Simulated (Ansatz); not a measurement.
ZnSe in space group Pnma (No. 62; Zn on 4c, Se on 4c), the program Ansatz at the r²SCAN+D4 level (PAW), all energies at zero smearing, with the estimated change up to a 700 eV cutoff added, with one set of potentials and settings (totals compare only within such a set). Cell of 8 atoms (4 Zn, 4 Se): -35221.989 eV.

| element | reference phase | E (eV/atom) |
|---|---|---|
| Zn | P6_3/mmc, 2 atoms in the cell | -3325.7927 |
| Se | P3_121, 3 atoms in the cell | -5478.2513 |

Formation energy per atom, worked out: (-35221.989 − 4×(-3325.7927) − 4×(-5478.2513))/8 = -0.727 eV/atom (-70 kJ per mol of atoms), at 0 K, without zero-point energy or fitted corrections.

The start of the workflow was typed in or built on a structure type; neither database checked (COD, Materials Project) lists it. It is not the phase usual at ambient conditions (space group No. 216). Symmetry was held in the r²SCAN+D4 relaxation; whether a distortion lowers the energy is not shown. The references are the lowest solids computed at this level, not always the standard phases.

Potentials: the later of the program's two PAW sets.
